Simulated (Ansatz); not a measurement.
GaAs (CsCl type, space group No. 221) at seven volumes, the program Ansatz at the PBE level (PAW), scaled uniformly. One row is withheld.

```tsv
V (Å³/atom)	P (GPa)
17.472	7.35
18.048	?
18.624	2.08
19.200	0.00
19.776	-1.75
20.352	-3.18
20.928	-4.40
```

Problem. Fit the shown pressures and predict the withheld one.

Solution. P = (3/2)B₀(x^(7/2) − x^(5/2))[1 + (3/4)(B′ − 4)(x − 1)] with x = (V₀/V)^(2/3). Least squares on the six rows gives V₀ = 19.202 Å³/atom, B₀ = 62.6 GPa, B′ = 4.64. At V = 18.048, x = 1.0422 and P = 4.48 GPa. The run itself gave 4.53 GPa.

Space group Pm-3m (CsCl type). A made-up cell: these elements were put on the sites of a structure type; neither database checked (COD, Materials Project) lists it. It is not the phase usual at ambient conditions (space group No. 216). The PBE relaxation kept the symmetry of its start; of distortions, only those at the zone centre were tested.

Potentials: the later of the program's two PAW sets.
